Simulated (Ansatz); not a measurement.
Total density of states per atom from PBEsol (plane waves, PAW; program Ansatz), in 0.25 eV bins, energy from the Fermi level:

```
E (eV) | states/eV/atom
    -7.85 |  0.00
    -7.60 |  0.00
    -7.35 | # 0.03
    -7.10 | ###### 0.15
    -6.85 | ######### 0.23
    -6.60 | ########### 0.29
    -6.35 | ############# 0.35
    -6.10 | ################ 0.41
    -5.85 | ################## 0.47
    -5.60 | ##################### 0.56
    -5.35 | ########################### 0.71
    -5.10 | ############################## 0.79
    -4.85 | ############################## 0.78
    -4.60 | ############################# 0.76
    -4.35 | ############################# 0.76
    -4.10 | ############################ 0.75
    -3.85 | ############################ 0.74
    -3.60 | ############################ 0.74
    -3.35 | ######################### 0.66
    -3.10 | ####################### 0.62
    -2.85 | ###################### 0.58
    -2.60 | ###################### 0.56
    -2.35 | ##################### 0.55
    -2.10 | #################### 0.52
    -1.85 | #################### 0.53
    -1.60 | ################### 0.51
    -1.35 | #################### 0.51
    -1.10 | ################### 0.50
    -0.85 | ################### 0.50
    -0.60 | ################### 0.50
    -0.35 | ################### 0.50
    -0.10 | ################### 0.49
     0.15 | ################### 0.49
     0.40 | #################### 0.51
     0.65 | ################### 0.51
     0.90 | #################### 0.52
     1.15 | ##################### 0.55
     1.40 | ####################### 0.61
     1.65 | ######################## 0.64
     1.90 | ######################## 0.63
     2.15 | ####################### 0.61
     2.40 | ####################### 0.59
     2.65 | ######################## 0.63
     2.90 | ####################### 0.61
     3.15 | ################### 0.50
     3.40 | ################ 0.42
     3.65 | ############## 0.37
     3.90 | ########### 0.29
     4.15 | ############ 0.30
     4.40 | ######### 0.23
     4.65 | ######### 0.24
```

### Question
Pick the material that matches.
A) AlBi2Se3, Cm (Pearson symbol mS12)
B) Te, simple cubic
C) Ta4GaSe8, F-43m (Ta on 16e, Ga on 4b, Se on 16e, Se on 16e)
D) Se, simple cubic

### Answer
D, Se, simple cubic. Within 0.5 eV of the Fermi level: Se 4p 93 %. Projections are on Löwdin-orthogonalised atomic valence shells; empty p or d shells of many metals are not among them.

Space group Pm-3m (simple cubic). The workflow started from a Materials Project entry (that database holds measured and hypothetical structures alike); the Crystallography Open Database copy checked does not list it. It is not the phase usual at ambient conditions (space group No. 152). The cell was relaxed with PBEsol under the symmetry of its start; its stability against distortions is not shown here. Scalar-relativistic: spin–orbit coupling is off unless named, which matters more the heavier the elements.

Potentials: the earlier of the program's two PAW sets. The files were generated under PBE; for other functionals the program regenerates the frozen cores, and for LDA and PBEsol the local potential too.
